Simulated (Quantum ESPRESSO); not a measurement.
```cif
data_Ba8O24W4Zn4
_chemical_formula_sum 'O24 Zn4 Ba8 W4'
_space_group_name_H-M_alt 'Fm-3m'
_space_group_IT_number 225
_space_group_name_Hall '-F 4 2 3'
_cell_length_a 8.26050
_cell_length_b 8.26050
_cell_length_c 8.26050
_cell_angle_alpha 90.000
_cell_angle_beta 90.000
_cell_angle_gamma 90.000
loop_
_atom_site_label
_atom_site_type_symbol
_atom_site_symmetry_multiplicity
_atom_site_Wyckoff_symbol
_atom_site_fract_x
_atom_site_fract_y
_atom_site_fract_z
_atom_site_occupancy
O1 O 24 e 0.00000 0.00000 0.23766 1
Zn1 Zn 4 b 0.50000 0.50000 0.50000 1
Ba1 Ba 8 c 0.25000 0.25000 0.25000 1
W1 W 4 a 0.00000 0.00000 0.00000 1
```
(The calculation used a cell of 10 atoms; values per cell refer to that cell.)

The geometry is that of Materials Project entry mp-548615, symmetrised and not relaxed again.

Q: What does norm-conserving PBEsol (Quantum ESPRESSO, 84 Ry, without SOC) give for the electronic structure near the Fermi level?

A: The PBEsol gap is indirect, 2.88 eV, from Γ to X; the smallest direct gap is 2.93 eV. Spin-orbit coupling is left out, which matters for elements this heavy: edges can move by tenths of an eV.
